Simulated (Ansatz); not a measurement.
Data:

Sc:
```yaml
crystal:
  lattice:
    - [0.00000, 2.32551, 2.32551]
    - [2.32551, 0.00000, 2.32551]
    - [2.32551, 2.32551, 0.00000]
  atoms:
    - { symbol: Sc, position: [0.00000, 0.00000, 0.00000] }
```

This is the r²SCAN-relaxed structure.

Q: All from plane-wave PAW r²SCAN (Ansatz code), unless another level is named. Estimate the zero-point energy.

A: 27.4 meV/atom.

Q: Give the Hill bulk and shear moduli.

A: 52.9 and 18.9 GPa.

Space group Fm-3m (fcc (Cu type)). The first step of the workflow began from a Materials Project structure, measured or hypothetical; the Crystallography Open Database files this formula in space group No. 225, but the cells were not matched. It is not the phase usual at ambient conditions (space group No. 194). The r²SCAN relaxation kept the symmetry of its start; whether a distortion lowers the energy is not shown. The run is not spin-polarised. As this level gives no gap, shear constants depend on the k-mesh and smearing (Fermi–Dirac, 0.1 eV here).

Potentials: the earlier of the program's two PAW sets.
